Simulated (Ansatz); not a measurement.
SrCl₂ (fluorite, Fm-3m), the program Ansatz at the r²SCAN level (PAW): ε∞ = 2.77, cell volume 85.56 Å³. Infrared-active transverse modes:

```
ω_TO (cm⁻¹)  oscillator strength S_xx (e²/amu)
-----------  ---------------------------------
139.4                                   0.1544
```

Compute the static dielectric constant.

Each mode adds (4.921e7/V) S/ω²: 4.57. So ε0 = 7.33.

What LO frequency does the Lyddane–Sachs–Teller relation give?

ω_LO = ω_TO √(ε0/ε∞) = 227 cm⁻¹.

Symmetry was held in the r²SCAN relaxation; phonons on a q-mesh show no instability. Scalar-relativistic: spin–orbit coupling is off unless named, which matters more the heavier the elements.

Potentials: the later of the program's two PAW sets.
